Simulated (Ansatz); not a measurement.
Input and command of a plane-wave DFT calculation in Ansatz:

```yaml
crystal:
  lattice:
    - [3.06132, 0.0, 0.0]
    - [0.0, 3.06132, 0.0]
    - [0.0, 0.0, 3.06132]
  atoms:
    - { symbol: Zn, position: [0.5, 0.5, 0.5] }
    - { symbol: Ag, position: [0.0, 0.0, 0.0] }
basis:
  ecutwfc: 500
kpoints:
  mp_grid: { grid: [16, 16, 16] }
hamiltonian:
  xc: r2scan
scf:
  occupations: { method: gaussian, width: 0.15 }
output:
  forces: true
  stress: true
  eigenvalues: true
```

```bash
ansatz run input.yaml --threads 1 --pin off --max-ram 2560MiB --backend cpu --events-out ev --progress --plain --runs-dir out
```

Processor: Arm Neoverse V2, 1 thread, on a host shared with other jobs.

Question: How long does it run, and how much memory does it take?

Answer: About 11 s on 1 thread of Arm Neoverse V2, on a shared host, peak memory 0.44 GiB. It solves 20 bands at 165 k points (the mesh reduced by symmetry) with about 739 plane waves, in 7 SCF iterations.
